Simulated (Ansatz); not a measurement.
An Ansatz (a quantum-chemistry and plane-wave program) run. Input:

Ansatz 0.2 input:
```yaml
crystal:
  lattice:
    - [4.8530904989, -2.7648932895, 0.0]
    - [4.8530904989, 2.7648932895, 0.0]
    - [0.0, 0.0, 4.9406582921]
  atoms:
    - { symbol: Al, position: [0.9926062169, 0.6717811307, 0.4312422609] }
    - { symbol: Al, position: [0.0073937831, 0.3282188693, 0.9312422609] }
    - { symbol: Al, position: [0.3282188693, 0.0073937831, 0.4312422609] }
    - { symbol: Al, position: [0.6717811307, 0.9926062169, 0.9312422609] }
    - { symbol: O, position: [0.7813274853, 0.2186725147, 0.9911599242] }
    - { symbol: O, position: [0.2186725147, 0.7813274853, 0.4911599242] }
    - { symbol: O, position: [0.8984606563, 0.658786473, 0.087042777] }
    - { symbol: O, position: [0.1015393437, 0.341213527, 0.587042777] }
    - { symbol: O, position: [0.341213527, 0.1015393437, 0.087042777] }
    - { symbol: O, position: [0.658786473, 0.8984606563, 0.587042777] }
kpoints:
  mp_grid: { grid: [6, 6, 6] }
hamiltonian:
  xc: pbesol
  pseudopotentials: { kind: paw }
scf:
  occupations: { method: fixed }
elastic: { mode: relaxed_ion, stencil: two_point, amplitude: 0.005, f_tol: 0.0005 }
output: { polarization: {} }
```

Output (shortened):

```
Pseudopotentials: kind: paw
Pseudopotential: Al, paw, valence charge 3
Pseudopotential: O, paw, valence charge 6
Functional definition: PBEsol
Crystal: 10 atoms, lattice volume = 132.590 Å³
Basis set: ecut = 420 eV, 2613 PW (Γ), exchange–correlation on 80×80×72 points (8 copies of the dense FFT grid, shifted against one another)
Bands: 34, of which v1, the nominal top of the filled ones, is band 24 counted from 1 (23 counted from 0)
Symmetry: 4 space group operations
Space group: Cmc21 (ITA 36), of the structure as read, at distance tolerance 5.1e-5 Å
k-points: 52 of 216 (time reversal used)
PAW frozen core: Al, regenerated for the run's functional, and the local potential with it
PAW frozen core: O, regenerated for the run's functional, and the local potential with it
Initial wavefunctions: pseudopotential atomic-orbital guess
Eigensolver: davidson
Functional: x = pbesol(κ = 0.804, μ = 0.12345679012345678), c = pbesol(β = 0.046)
all-band conjugate gradients solve this SCF's bands
SCF 1 converged in 11 iterations: F = -5477.511293 eV  dr2 = 6.25e-14
relax step   1: F+E_penalty+E_count = -5477.51129341 eV  Δ(F+E_penalty+E_count) = +0.000e0 eV  max|allowed force component| = 5.986e-4 eV/Å  Δτ_max = 0.0000 Å  (11 SCF iters, accepted)
Crystal: 10 atoms, lattice volume = 132.590 Å³
Initial density: handed on by an earlier stage of this run
Initial wavefunctions: pseudopotential atomic-orbital guess (no wavefunctions were taken with the density)
SCF 2 converged in 9 iterations: F = -5477.511293 eV  dr2 = 2.89e-14
relax step   2: F+E_penalty+E_count = -5477.51129349 eV  Δ(F+E_penalty+E_count) = -8.490e-8 eV  max|allowed force component| = 4.588e-4 eV/Å  Δτ_max = 0.0000 Å  (9 SCF iters, accepted)
Crystal: 10 atoms, lattice volume = 132.590 Å³
SCF 3 converged in 10 iterations: F = -5477.511293 eV  dr2 = 4.38e-16
Crystal: 10 atoms, lattice volume = 131.927 Å³
Basis set: ecut = 420 eV, 2585 PW (Γ), exchange–correlation on 80×80×72 points (8 copies of the dense FFT grid, shifted against one another)
SCF 4 converged in 11 iterations: F = -5477.506796 eV  dr2 = 3.27e-14
relax step   1: F+E_penalty+E_count = -5477.50679565 eV  Δ(F+E_penalty+E_count) = +0.000e0 eV  max|allowed force component| = 1.710e-1 eV/Å  Δτ_max = 0.0000 Å  (11 SCF iters, accepted)
density extrapolation: transplant  |δρ|_rms = 5.574e-2 e/Å³  SAD shift = 2.891e-3 e/Å³
Crystal: 10 atoms, lattice volume = 131.927 Å³
Initial wavefunctions: those handed on with the density
SCF 5 converged in 10 iterations: F = -5477.507988 eV  dr2 = 2.04e-14
[...]
Fermi energy:    2.506989 eV
--- Per-component energies (eV) ---
  E_band       = -183.542319
  E_kinetic    = 1164.820653
  E_local      = -2956.658103  (includes V_loc(G=0)·N_el)
  E_nonlocal   = 330.621456
  E_hartree    = 1097.465638
  E_xc         = -598.817879
  E_vxc        = -682.619974  (∫ρ·V_xc dr)
  E_paw        = -2738.509551  (= ΣΔE_a)
  E_vpaw       = -234.652784  (= ΣTr[D̂ρ^β])
  E_aug_tail   = 0.015157  (compensation charges beyond the density's cutoff)
  E_ewald      = -1776.736948
  E_core_change = 0.288284  (= ΣΔE_core)
  E_smearing   =  0.000000  (= −TS)
  E_closure    =  0.000000  (closes the sum)
  Σ components = -5477.511293   (vs F -5477.511293, Δ=0.00e0)
--- Forces (eV/Å), atoms counted from 1 ---
  atom   1  Al     0.00011829     0.00040699     0.00032062
  atom   2  Al    -0.00011829    -0.00040699     0.00032062
  atom   3  Al    -0.00011829     0.00040699     0.00032062
  atom   4  Al     0.00011829    -0.00040699     0.00032062
  atom   5  O      0.00000000     0.00013633    -0.00011408
  atom   6  O      0.00000000    -0.00013633    -0.00011408
  atom   7  O     -0.00011294     0.00045881    -0.00026047
  atom   8  O      0.00011294    -0.00045881    -0.00026047
  atom   9  O      0.00011294     0.00045881    -0.00026047
  atom  10  O     -0.00011294    -0.00045881    -0.00026047
  max |Σ_I F_I| component: 1.24e-5 eV/Å
--- Stress (GPa, compression-positive) ---
       -0.011146       0.000000       0.000000
        0.000000       0.011178       0.000000
        0.000000       0.000000       0.002495
  P = ⅓ Tr σ = 0.0008 GPa (0.008 kbar)
  The stress holds the Pulay correction. Without it, at fixed plane waves, as pw.x and ABINIT print it: P = -0.5702 GPa
  The stress includes an estimate of the error left by incomplete SCF convergence (largest component 0.0000 GPa).
--- Band table (eV; the first three rows and the last of 52) ---
  k-point 0: bands = ["-15.9598", "-14.8294", "-14.7998", "-14.6886", "-13.1749", "-13.1425", "-3.5778", "-3.3283", "-3.3116", "-2.0097", "-1.6648", "-1.5018", "-0.5767", "-0.5562", "-0.4093", "0.0273", "0.8311", "0.8489", "1.0137", "1.1115", "1.6382", …
  k-point 1: bands = ["-15.8933", "-14.8926", "-14.8172", "-14.6951", "-13.1705", "-13.1410", "-3.4992", "-3.4746", "-3.3606", "-1.9088", "-1.4651", "-1.3865", "-0.6319", "-0.5076", "-0.4295", "-0.1823", "0.8461", "0.8560", "0.9405", "0.9844", "1.7490", …
  k-point 2: bands = ["-15.7052", "-15.1316", "-14.7859", "-14.7152", "-13.1594", "-13.1409", "-3.7655", "-3.7280", "-2.7606", "-1.6589", "-1.4171", "-1.0756", "-0.8127", "-0.7788", "-0.5735", "-0.2208", "0.8108", "0.8229", "0.8627", "0.9014", "1.9465", …
  k-point 51: bands = ["-15.3718", "-15.3718", "-14.7651", "-14.7651", "-13.2372", "-13.2372", "-3.4965", "-3.4965", "-2.2062", "-2.2062", "-1.0473", "-1.0473", "-0.7254", "-0.7254", "-0.4808", "-0.4808", "0.1882", "0.1882", "1.1827", "1.1827", "1.7640", …
  band table: 34 of 34 bands, residual norms ≤ 1.0e-3 eV
--- Elastic constants: 6 strain directions × 2 members + reference (group order 4) ---
  dense FFT box of the reference and of every strained cell: 40×40×36
  strains applied: 11, 22, 33, 23, 13, 12; error gains …
  reference relaxed by the batch: 2 steps …
  largest displacement 4.7e-5 Å; the constants are those of the deck's cell at these positions:
  atoms:
    - { symbol: Al, position: [0.9926049697714044, 0.6717823950966221, 0.43124217973260315] }
    - { symbol: Al, position: [0.007395030228595584, 0.32821760490337804, 0.9312421797326033] }
    - { symbol: Al, position: [0.32821760490337804, 0.007395030228595584, 0.43124217973260315] }
    - { symbol: Al, position: [0.6717823950966221, 0.9926049697714044, 0.9312421797326033] }
    - { symbol: O, position: [0.781328259108217, 0.21867174089178298, 0.9911565463453075] }
    - { symbol: O, position: [0.21867174089178298, 0.781328259108217, 0.4911565463453074] }
    - { symbol: O, position: [0.8984523286873646, 0.6587866565159829, 0.08704454709474305] }
    - { symbol: O, position: [0.10154767131263538, 0.341213343484017, 0.587044547094743] }
    - { symbol: O, position: [0.341213343484017, 0.10154767131263538, 0.08704454709474305] }
    - { symbol: O, position: [0.6587866565159829, 0.8984523286873646, 0.587044547094743] }
  C = ∂σ_k/∂η_j (tension-positive GPa; Voigt order 11 22 33 23 13 12):
       217.094     68.456     45.659      0.000      0.000      0.000
        68.435    131.119     34.627      0.000      0.000      0.000
        45.689     34.645    155.022      0.000      0.000      0.000
         0.000      0.000      0.000     60.758      0.000      0.000
         0.000      0.000      0.000      0.000     22.884      0.000
         0.000      0.000      0.000      0.000      0.000     33.242
  reference stress σ⁰ (GPa):      0.011     -0.011     -0.002      0.000      0.000      0.000
  moduli (Voigt/Reuss/Hill, GPa): K = 88.97/83.40/86.19   G = 47.01/39.54/43.27   E = 111.21   ν = 0.285
  mechanically stable: yes (min eigenvalue of sym C = 22.88 GPa)
  e, the proper piezoelectric tensor (elastic.mode: relaxed_ion; C/m²; rows x y z; Voigt order 11 22 33 23 13 12):
       0.00000    0.00000    0.00000    0.00000    0.25126    0.00000
       0.00000    0.00000    0.00000    0.39664    0.00000    0.00000
       0.64307    0.42056   -0.04578    0.00000    0.00000    0.00000
  ±, each entry's uncertainty from the finite density of the strings (C/m²), an estimate: the size of the correction for it that the entry includes:
       0.00000    0.00000    0.00000    0.00000    0.00014    0.00000
       0.00000    0.00000    0.00000    0.00059    0.00000    0.00000
       0.00136    0.00055    0.00171    0.00000    0.00000    0.00000
  strain η (Voigt 11):  stress-route row diagonal C_11 = 217.09 GPa, energy-path curvature d²(F+E_count+ΔE)/dδ²/Ω₀ = 216.87 GPa
         δ    σ_11 (GPa)             F (eV)   n_scf  n_hpsi   n_pw
    -5.000e-3      -1.0589       -5477.5091410      10   29022   2596   relax 6 steps, max|allowed force component| 9.96e-5 eV/Å
     5.000e-3       1.1120       -5477.5089605      10   28862   2624   relax 6 steps, max|allowed force component| 2.85e-5 eV/Å
  strain η (Voigt 22):  stress-route row diagonal C_22 = 131.12 GPa, energy-path curvature d²(F+E_count+ΔE)/dδ²/Ω₀ = 131.17 GPa
         δ    σ_22 (GPa)             F (eV)   n_scf  n_hpsi   n_pw
    -5.000e-3      -0.6636       -5477.5097482      10   28815   2592   relax 6 steps, max|allowed force component| 1.45e-4 eV/Å
     5.000e-3       0.6476       -5477.5099061      10   29048   2628   relax 6 steps, max|allowed force component| 2.54e-4 eV/Å
  strain η (Voigt 33):  stress-route row diagonal C_33 = 155.02 GPa, energy-path curvature d²(F+E_count+ΔE)/dδ²/Ω₀ = 155.37 GPa
         δ    σ_33 (GPa)             F (eV)   n_scf  n_hpsi   n_pw
    -5.000e-3      -0.7720       -5477.5095818      10   28700   2600   relax 7 steps, max|allowed force component| 5.33e-5 eV/Å
     5.000e-3       0.7782       -5477.5096494      10   28941   2623   relax 7 steps, max|allowed force component| 3.35e-4 eV/Å
  strain η (Voigt 23):  stress-route row diagonal C_44 = 60.76 GPa, energy-path curvature d²(F+E_count+ΔE)/dδ²/Ω₀ = 60.75 GPa
         δ    σ_23 (GPa)             F (eV)   n_scf  n_hpsi   n_pw
    -5.000e-3      -0.3038       -5477.5105865      10   38176   2609   relax 4 steps, max|allowed force component| 4.39e-4 eV/Å
     5.000e-3       0.3038       -5477.5105865      10   38154   2609   relax 4 steps, max|allowed force component| 4.39e-4 eV/Å
  strain η (Voigt 13):  stress-route row diagonal C_55 = 22.88 GPa, energy-path curvature d²(F+E_count+ΔE)/dδ²/Ω₀ = 22.83 GPa
         δ    σ_13 (GPa)             F (eV)   n_scf  n_hpsi   n_pw
    -5.000e-3      -0.1144       -5477.5109926      10   37759   2609   relax 4 steps, max|allowed force component| 1.27e-4 eV/Å
     5.000e-3       0.1144       -5477.5109926      10   37751   2609   relax 4 steps, max|allowed force component| 1.27e-4 eV/Å
  strain η (Voigt 12):  stress-route row diagonal C_66 = 33.24 GPa, energy-path curvature d²(F+E_count+ΔE)/dδ²/Ω₀ = 33.18 GPa
         δ    σ_12 (GPa)             F (eV)   n_scf  n_hpsi   n_pw
    -5.000e-3      -0.1662       -5477.5109403      10   44164   2608   relax 4 steps, max|allowed force component| 2.86e-4 eV/Å
     5.000e-3       0.1662       -5477.5109403      10   44151   2608   relax 4 steps, max|allowed force component| 2.86e-4 eV/Å
--- Formal polarisation (Berry phase): one branch of a lattice of values; only differences between neighbouring runs are physical ---
  axis  mesh            electronic          ionic      p = total  spread (rad)  least overlap  resolved gap  δp at fixed H ≤   (phases in cycles; p mod 1 …
  b1    6×6×6           0.00000000    24.00000000    24.00000000      0.001422         0.9716        4.1787           3.2e-6
  b2    6×6×6           0.00000000    24.00000000    24.00000000      0.001422         0.9716        4.1787           3.2e-6
  b3    6×6×6          -0.60418805    25.15785384    24.55366579      0.007908         0.9699        4.1787           3.1e-6
  quantum along a1:   0.04212556 e/Å² =    67.492588 µC/cm²
  quantum along a2:   0.04212556 e/Å² =    67.492588 µC/cm²
  quantum along a3:   0.03726261 e/Å² =    59.701279 µC/cm²
  P = (  1.75690407,   0.00000000,   0.91493361) e/Å² = ( 2814.870651,     0.000000,  1465.885246) µC/cm²  (mod the quanta)
```

Cost: very roughly 20 core-minutes on shared cores.

Space group Cmc2_1. The workflow started from a Materials Project entry (that database holds measured and hypothetical structures alike); the Crystallography Open Database copy checked does not list it. It is not the phase usual at ambient conditions (space group No. 167). The cell was relaxed with PBEsol under the symmetry of its start; whether a distortion lowers the energy is not shown.

Potentials: the later of the program's two PAW sets.

Ansatz is a plane-wave DFT program.
